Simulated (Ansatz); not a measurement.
HgTe:
```yaml
crystal:
  lattice:
    - [4.67542, 0.00000, 0.00000]
    - [-2.33771, 4.04903, 0.00000]
    - [0.00000, 0.00000, 10.38681]
  atoms:
    - { symbol: Hg, position: [0.30858, 0.30858, 0.00000] }
    - { symbol: Hg, position: [0.69142, 0.00000, 0.33333] }
    - { symbol: Hg, position: [0.00000, 0.69142, 0.66667] }
    - { symbol: Te, position: [0.48900, 0.48900, 0.50000] }
    - { symbol: Te, position: [0.51100, 0.00000, 0.83333] }
    - { symbol: Te, position: [0.00000, 0.51100, 0.16667] }
```

Relaxed with r²SCAN.

### Question
Give the Bader charges and basin volumes of the independent atoms, DFT-r²SCAN in the program Ansatz with PAW potentials.

### Answer


```
atom  Bader charge (e)  Bader volume (Å³)
----  ----------------  -----------------
Hg1              +0.17               28.6
Te4              -0.17               36.9
```

Space group P3_121. The workflow started from a Materials Project entry (that database holds measured and hypothetical structures alike); the Crystallography Open Database copy checked does not list it. It is not the phase usual at ambient conditions (space group No. 216). The cell was relaxed with r²SCAN under the symmetry of its start; its stability against distortions is not shown here. Scalar-relativistic: spin–orbit coupling is off unless named, which matters more the heavier the elements.

Potentials: the later of the program's two PAW sets.
